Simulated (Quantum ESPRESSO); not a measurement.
# How field gradients follow strain in AlN (P6₃mc)

```xyz
4
Lattice="3.1286 0.0000 0.0000 -1.5643 2.7094 0.0000 0.0000 0.0000 5.0170" Properties=species:S:1:pos:R:3 pbc="T T T"
Al     1.5643     0.9031     2.5049
Al     0.0000     1.8063     5.0134
N      1.5643     0.9031     4.4185
N      0.0000     1.8063     1.9100
```
The cell was made here from a computed Materials Project entry: atoms relaxed in the unchanged cell (PBE without dispersion, pw.x of a modified build of Quantum ESPRESSO, symmetry kept). The parent is AlN in P6₃mc. Stability against distortions was not tested.

The last row's change in full: strained by +2 % along the unique axis and by -1 % across it, atoms relaxed (PBE, pw.x of Quantum ESPRESSO); the other rows go along the same path.

Method: field gradients by a PBE PAW density (pw.x of Quantum ESPRESSO, JTH datasets) with the all-electron reconstruction of Petrilli and co-workers, 25 Ha, k-mesh 8×8×5 through Γ. Values are those of the named site's first atom. Cores are frozen. Against all-electron runs on small test molecules, this scheme's |Vzz| missed by −7 % on Al, under 1 % on N. Static lattice: thermal averaging is not included.

Unchanged cell: Vzz Al (a.u.) = 0.047, Vzz N (a.u.) = 0.002.

How do these values move along the path (axial strain (%): -2, -1, +1, +2)?


| axial strain (%) | Vzz Al (a.u.) | Vzz N (a.u.) |
|---|---|---|
| -2 | 0.047 | -0.045 |
| -1 | 0.047 | -0.022 |
| 0 | 0.047 | 0.002 |
| +1 | 0.051 | 0.029 |
| +2 | 0.055 | 0.057 |

As single numbers, gradients under 0.02 a.u. lie near what cutoff and mesh leave (some 0.003 a.u. in our sweeps); these rows share cutoff and mesh counts, so their differences are steadier.
